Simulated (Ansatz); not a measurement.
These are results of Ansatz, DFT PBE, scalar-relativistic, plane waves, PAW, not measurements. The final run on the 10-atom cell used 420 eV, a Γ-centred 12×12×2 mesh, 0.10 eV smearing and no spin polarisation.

Formation energies are uncorrected and count from the elements' standard states at the same level.

**Question.** Propose a candidate for a hexagonal metal that holds O and 1 more element, with a formation energy near −0.06 eV/atom and about 16 Å³ per atom, in a cell of 10 atoms.

**Answer.** As3O2, space group P6_3/mmc (No. 194). As on a site of symmetry 3m is surrounded by 3 As at 2.50 Å; As on a site of symmetry -6m2 is surrounded by 6 O at 2.19 Å; around O lie 3 As at 2.19 Å and 1 O at 2.38 Å.

```cif
data_structure
_symmetry_space_group_name_H-M 'P6_3/mmc'
_symmetry_Int_Tables_number 194
_cell_length_a 3.1893
_cell_length_b 3.1893
_cell_length_c 18.3244
_cell_angle_alpha 90.000
_cell_angle_beta 90.000
_cell_angle_gamma 120.000
_cell_volume 161.42
loop_
_atom_site_label
_atom_site_type_symbol
_atom_site_symmetry_multiplicity
_atom_site_Wyckoff_symbol
_atom_site_fract_x
_atom_site_fract_y
_atom_site_fract_z
_atom_site_occupancy
As1 As 4 f 0.33333 0.66667 0.95370 1
As2 As 2 d 0.33333 0.66667 0.75000 1
O1 O 4 f 0.33333 0.66667 0.18514 1
```

| Quantity | Value |
| --- | --- |
| Volume per atom | 16.1 Å³ |
| Density | 5.3 g/cm³ |
| Energy over the elements | −0.06 eV/atom |
| Gap on the 12×12×2 mesh of the 10-atom cell | 0 eV (a metal) |

It was reached by relaxing an invented guess, and it needn't be the stable form of this composition. Other answers may fit too; this one was computed.

No dispersion correction is applied, so the spacing and binding between layers, chains or molecules are poorly described. The reference form of As is held partly by dispersion forces, which this level lacks. Symmetry constrained the relaxation, so the result can be a saddle point. Another cell of As3O2 relaxed alike, in R32, lies 89 meV/atom lower, so this cell isn't the stable form at this level.
